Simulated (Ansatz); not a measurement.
ZrCu5, first-principles data

ZrCu5:
```
CELL_PARAMETERS angstrom
      0.00000     3.39433     3.39433
      3.39433     0.00000     3.39433
      3.39433     3.39433     0.00000
ATOMIC_POSITIONS crystal
  Zr 0.00000 0.00000 0.00000
  Cu 0.25000 0.25000 0.25000
  Cu 0.62422 0.62422 0.62422
  Cu 0.62422 0.62422 0.12733
  Cu 0.62422 0.12733 0.62422
  Cu 0.12733 0.62422 0.62422
```

Space group F-43m (No. 216); conventional cell a = b = c = 6.789 Å, α = β = γ = 90.00°.

Method: plane-wave PAW PBEsol (Ansatz code). The cell and atoms are relaxed at this level. Other levels are named where they apply.

Cell and energy:

* **Volume per atom**: 13.04 Å³
* **Density**: 8.68 g/cm³
* **Formation energy from the elements (no fitted shifts)**: -0.14 eV/atom

Electronic structure:

- Electronic character: metallic (no gap)
- Density of states at the Fermi level: 0.77 states/eV per atom (mean over ±0.08 eV)

Mechanics:

Elastic constants (relaxed ions, GPa): C11 = 238, C12 = 120, C44 = 76.7
Mechanical stability: stable (all eigenvalues of C positive)
Hill bulk and shear moduli: 159 and 68.9 GPa
Young's modulus: 181 GPa
Poisson's ratio: 0.31
Debye temperature from the elastic constants: 399 K

The workflow started from a Materials Project entry (that database holds measured and hypothetical structures alike); the Crystallography Open Database files this formula in space group No. 216, but the cells were not matched. Whether it is the stable phase at ambient conditions was not checked. The PBEsol relaxation kept the symmetry of its start; its stability against distortions is not shown here. No spin polarisation was allowed. As this level gives no gap, shear constants depend on the k-mesh and smearing (Fermi–Dirac, 0.1 eV here). The references are the lowest solids computed at this level, not always the standard phases. Scalar-relativistic: spin–orbit coupling is off unless named, which matters more the heavier the elements.

Potentials: the later of the program's two PAW sets.
